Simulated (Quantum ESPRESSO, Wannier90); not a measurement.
**Wannierisation of AlSb (zinc blende)**

```xyz
2
Lattice="0.0000 3.0925 3.0925 3.0925 0.0000 3.0925 3.0925 3.0925 0.0000" Properties=species:S:1:pos:R:3 pbc="T T T"
Al     0.0000     0.0000     0.0000
Sb     1.5463     1.5463     1.5463
```

Materials Project entry mp-2624; symmetrised, unrelaxed at this level. COD (Crystallography Open Database) has an entry of this formula and space group (matched by these alone). Method: PBEsol plane waves in Quantum ESPRESSO 7.5 (PseudoDojo norm-conserving files, 64 Ry, spinors with spin-orbit coupling), Bloch states on a 8×8×8 mesh through Γ, Wannier90 4.0.1. Density: 8×8×8 mesh, cold smearing 0.01 Ry.

Bands 11-18 form an isolated set from -10.84 to 0.00 eV relative to the valence-band maximum (on the path) and are turned into 8 Wannier functions by minimising the spread from the start: SCDM (isolated).

Problem. Where do the functions sit, how wide are they and what are they made of?

Solution. 
```csv
functions,spread (Å²),"nearest atom, distance (Å)","second atom, distance (Å)",weight on atomic waves
8,2.58,Sb 1.02,Al 1.65,"Sb 5p 45 %, Al 3p 25 %, Sb 5s 18 %"
```

Ω_I = 19.25 Å², Ω_total = 20.66 Å²; the interpolated bands follow pw.x to 13 meV rms on the path. Only this start was tried; a symmetric start can stop on a saddle, and mixtures of these functions could lower the total by at most Ω_total − Ω_I.
